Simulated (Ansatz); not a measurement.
Data sheet: C (DFT)

C:
```
C
1.0
   -2.18398     2.18398     2.18398
    2.18398    -2.18398     2.18398
    2.18398     2.18398    -2.18398
C
6
Direct
  0.50000   0.75000   0.25000
  0.25000   0.50000   0.75000
  0.75000   0.50000   0.25000
  0.50000   0.25000   0.75000
  0.25000   0.75000   0.50000
  0.75000   0.25000   0.50000
```

Space group Im-3m (No. 229); conventional cell a = 4.3680 Å, b = 4.3680 Å, c = 4.3680 Å, α = 90.00°, β = 90.00°, γ = 90.00°.

Method: plane-wave PAW r²SCAN (Ansatz code). Structure relaxed to zero pressure with the same functional. Other levels are named where they apply.

Cell and energy:

```yaml
volume_per_atom: 6.94 Å³
density: 2.87 g/cm³
```

Electronic structure:

```yaml
band_gap: 2.53 eV (indirect)
valence_band_maximum: at H
conduction_band_minimum: on the Γ–H line, 56 % of the way from Γ (6 equivalent valleys)
smallest_direct_gap_on_the_standard_path: 3.35 eV
electron_effective_mass: 0.39, 0.39, 0.56 mₑ (principal values)
HSE06 gap on the r²SCAN cell: 3.64 eV
```

Mechanics:

```yaml
Bulk modulus (Birch–Murnaghan fit): 344 GPa
Pressure derivative B′: 3.7
Elastic constants (relaxed ions, GPa): C11 = 841, C12 = 95.9, C44 = 315
mechanical_stability: stable (all eigenvalues of C positive)
hill_bulk_and_shear_moduli: 344 and 337 GPa
Young's modulus: 762 GPa
Poisson's ratio: 0.13
debye_temperature_from_the_elastic_constants: 1850 K
```

The start of the workflow was typed in or built on a structure type; neither database checked (COD, Materials Project) lists it. It is not the phase usual at ambient conditions (space group No. 194, 227). The r²SCAN relaxation kept the symmetry of its start; its stability against distortions is not shown here.

Potentials: the earlier of the program's two PAW sets.
